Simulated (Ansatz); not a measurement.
LiCl:
Space group Fm-3m (No. 225); a = 5.112 Å, b = 5.112 Å, c = 5.112 Å, α = 90.00°, β = 90.00°, γ = 90.00°

```tsv
atom	site	symmetry	x	y	z
Li	4a	m-3m	0.0000	0.0000	0.0000
Cl	4b	m-3m	0.5000	0.5000	0.5000
```
(The calculation used a cell of 2 atoms; values per cell refer to that cell.)

Relaxed with r²SCAN. r²SCAN (plane waves, PAW; program Ansatz) gives a gap of 7.29 eV.

Problem. What gap does HSE06 give on the same cell (Ansatz, PAW)?

Solution. 7.78 eV, 0.50 eV more. The hybrid was solved on a coarser mesh and at special points; its gap is the smallest among all of these.

```tsv
k	v1 r²SCAN	c1 r²SCAN	v1 HSE06	c1 HSE06
Γ	0.00	7.29	0.00	7.78
X	-1.14	8.62	?	?
L	-0.28	7.54	?	?
W	-1.10	10.34	?	?
K	-0.86	8.81	?	?
```

Problem. Top valence (v1) and lowest conduction level (c1) in eV from each method's valence maximum (which need not be a listed point): supply the withheld HSE06 values.

Solution. 
- W, v1 HSE06: -1.16
- W, c1 HSE06: 11.05
- X, v1 HSE06: -1.21
- X, c1 HSE06: 9.28
- L, v1 HSE06: -0.29
- L, c1 HSE06: 8.13
- K, v1 HSE06: -0.91
- K, c1 HSE06: 9.47

Cost on shared cores: the r²SCAN run (SCF on a 9×9×9 mesh, then bands and DOS) very roughly 9 core-seconds, the HSE06 run (SCF on 7×7×7, then a few points) roughly 70 core-seconds; the tasks are unlike.

The r²SCAN relaxation kept the symmetry of its start; phonons on a q-mesh show no instability.

Potentials: the later of the program's two PAW sets.
